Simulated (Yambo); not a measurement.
```
CsHgF3
1.0
    4.59545     0.00000     0.00000
    0.00000     4.59545     0.00000
    0.00000     0.00000     4.59545
F Cs Hg
3 1 1
Direct
  0.00000   0.50000   0.50000
  0.50000   0.00000   0.50000
  0.50000   0.50000   0.00000
  0.00000   0.00000   0.00000
  0.50000   0.50000   0.50000
```

CsHgF$_{3}$ (cubic perovskite, space group Pm-3m, No. 221): mean Im ε in 1 eV windows above the direct gap of 4.81 eV, for different electron-hole kernels (Yambo, broadening 0.15 eV, PBEsol (pw.x of Quantum ESPRESSO, ONCV potentials, without SOC) bands; 8×8×8 mesh, 14 valence and 1 conduction bands, static screening with 60 bands and a 3 Ry block, scissor 2.24 eV, Tamm-Dancoff; field along x).

```tsv
window (eV)	independent quasiparticles	BSE
4.8 to 5.8	0.9	3.5
5.8 to 6.8	3.0	1.0
6.8 to 7.8	1.6	0.4
```

This run doesn't resolve bound excitons or single peaks, so only averages are given, and they too depend on the mesh; weight that the attraction moves below the gap isn't listed. All transitions below 8.30 eV are in the band window. The scissor comes from a G0W0 run whose convergence isn't established.

Spin-orbit coupling is left out, which matters for elements this heavy: edges can move by tenths of an eV. The cell is held in this high symmetry; tilts and polar distortions were not searched.

Geometry of the Materials Project entry, not relaxed at this level.
